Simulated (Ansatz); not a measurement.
Relaxation of a relaxed Ir cell, doubled along one cell vector, shaken by Gaussian noise of σ = 0.08 Å a coordinate; 2 atoms in the cell, which starts as P-1 (No. 2), aP2; a = 2.629 Å, b = 2.629 Å, c = 5.132 Å, α = 90.00°, β = 90.00°, γ = 120.00°. Method: PBEsol (plane waves to 420 eV, PAW, scalar-relativistic; Ansatz, a first-principles code). Γ-centred k-mesh 14×14×7 on the run's cell (coarser than for final values), Fermi–Dirac smearing 0.05 eV. This is the first round of the run. 

The optimiser's lines from the output (shortened; P is positive under compression):

```
relax step   1: F+E_penalty+E_count = -23596.75929083 eV  Δ(F+E_penalty+E_count) = +0.000e0 eV  max|allowed force component| = 1.311e0 eV/Å  Δτ_max = 0.0000 Å  P = +3.788 GPa  Ω = 30.722 Å³  (6 SCF iters, dr2 threshold 1.00e-7 eV, accepted)
relax step   2: F+E_penalty+E_count = -23596.82467457 eV  Δ(F+E_penalty+E_count) = -6.538e-2 eV  max|allowed force component| = 2.060e-1 eV/Å  Δτ_max = 0.0668 Å  P = -0.838 GPa  Ω = 30.738 Å³  (6 SCF iters, dr2 threshold 2.00e-7 eV, accepted)
relax step   3: F+E_penalty+E_count = -23596.84497045 eV  Δ(F+E_penalty+E_count) = -2.030e-2 eV  max|allowed force component| = 7.926e-2 eV/Å  Δτ_max = 0.0427 Å  P = -0.636 GPa  Ω = 30.713 Å³  (6 SCF iters, dr2 threshold 2.00e-7 eV, accepted)
relax step   4: F+E_penalty+E_count = -23596.85188556 eV  Δ(F+E_penalty+E_count) = -6.915e-3 eV  max|allowed force component| = 8.538e-2 eV/Å  Δτ_max = 0.0368 Å  P = +0.429 GPa  Ω = 30.547 Å³  (6 SCF iters, dr2 threshold 2.00e-7 eV, accepted)
relax step   5: F+E_penalty+E_count = -23597.10486092 eV  Δ(F+E_penalty+E_count) = -2.530e-1 eV  max|allowed force component| = 5.803e-1 eV/Å  Δτ_max = 0.1989 Å  P = +1.048 GPa  Ω = 29.822 Å³  (6 SCF iters, dr2 threshold 2.00e-7 eV, accepted)
relax step   6: F+E_penalty+E_count = -23597.33036577 eV  Δ(F+E_penalty+E_count) = -2.255e-1 eV  max|allowed force component| = 8.011e-1 eV/Å  Δτ_max = 0.1961 Å  P = +1.635 GPa  Ω = 29.089 Å³  (6 SCF iters, dr2 threshold 2.00e-7 eV, accepted)
relax step   7: F+E_penalty+E_count = -23597.54725425 eV  Δ(F+E_penalty+E_count) = -2.169e-1 eV  max|allowed force component| = 5.451e-1 eV/Å  Δτ_max = 0.1599 Å  P = -3.353 GPa  Ω = 29.148 Å³  (6 SCF iters, dr2 threshold 2.00e-7 eV, accepted)
relax step   8: F+E_penalty+E_count = -23597.75909860 eV  Δ(F+E_penalty+E_count) = -2.118e-1 eV  max|allowed force component| = 1.036e0 eV/Å  Δτ_max = 0.1703 Å  P = -5.370 GPa  Ω = 28.883 Å³  (6 SCF iters, dr2 threshold 2.00e-7 eV, accepted)
relax step   9: F+E_penalty+E_count = -23597.89189962 eV  Δ(F+E_penalty+E_count) = -1.328e-1 eV  max|allowed force component| = 4.213e-1 eV/Å  Δτ_max = 0.0607 Å  P = +0.092 GPa  Ω = 28.255 Å³  (6 SCF iters, dr2 threshold 2.00e-7 eV, accepted)
relax step  10: F+E_penalty+E_count = -23597.91875978 eV  Δ(F+E_penalty+E_count) = -2.686e-2 eV  max|allowed force component| = 1.178e-1 eV/Å  Δτ_max = 0.0532 Å  P = -0.002 GPa  Ω = 28.229 Å³  (6 SCF iters, dr2 threshold 2.00e-7 eV, accepted)
relax step  11: F+E_penalty+E_count = -23597.92057182 eV  Δ(F+E_penalty+E_count) = -1.812e-3 eV  max|allowed force component| = 7.799e-3 eV/Å  Δτ_max = 0.0123 Å  P = -0.035 GPa  Ω = 28.229 Å³  (6 SCF iters, dr2 threshold 2.00e-7 eV, accepted)
relax step  12: F+E_penalty+E_count = -23597.92059582 eV  Δ(F+E_penalty+E_count) = -2.400e-5 eV  max|allowed force component| = 2.565e-4 eV/Å  Δτ_max = 0.0006 Å  P = +0.006 GPa  Ω = 28.226 Å³  (6 SCF iters, dr2 threshold 1.20e-7 eV, accepted)
relax step  13: F+E_penalty+E_count = -23597.91943145 eV  Δ(F+E_penalty+E_count) = +1.164e-3 eV  max|allowed force component| = 2.589e-4 eV/Å  Δτ_max = 0.0000 Å  P = +0.012 GPa  Ω = 28.226 Å³  stress off target by 2.02e-2 GPa  SCF on the basis re-selected at this cell (its energy is not comparable with the rows above)  (7 SCF iters)
relax step  14: F+E_penalty+E_count = -23597.91943116 eV  Δ(F+E_penalty+E_count) = +2.971e-7 eV  max|allowed force component| = 5.655e-6 eV/Å  Δτ_max = 0.0000 Å  P = +0.000 GPa  Ω = 28.226 Å³  (7 SCF iters, dr2 threshold 1.02e-9 eV, accepted)
relax step  15: F+E_penalty+E_count = -23597.91943238 eV  Δ(F+E_penalty+E_count) = -1.220e-6 eV  max|allowed force component| = 5.561e-6 eV/Å  Δτ_max = 0.0000 Å  P = -0.000 GPa  Ω = 28.226 Å³  stress off target by 1.31e-4 GPa  SCF on the basis re-selected at this cell (its energy is not comparable with the rows above)  (7 SCF iters)
```

From the first to the last row the energy changes by -0.58 eV/atom and the volume by -8.1 %. The last row is marked as not comparable with the walk above it, whose basis was carried along; it does compare with step 1, since both stand on a basis selected at the nominal cutoff for their own cell.

Later rounds, restarted from the end of this one on a renewed k-mesh, logged 8 more steps and released under 0.01 eV/atom more. The final structure after all rounds: P6₃/mmc (No. 194), hP2, hcp (Mg type); a = b = 2.7192 Å, c = 4.4080 Å, α = β = 90.00°, γ = 120.00°. Between re-selections the logged energies stand on a plane-wave basis carried along with the cell. No spin polarisation in the result.

The run could not lose the symmetry of its start: the end is stationary, and may be a saddle point rather than a minimum.

The relaxed structure here is a generated cell of Ir: the first start was made by a random draw of sites in a space group, and the end was not matched to a known phase here, so it may be hypothetical. Known forms of Ir include space group No. 225.
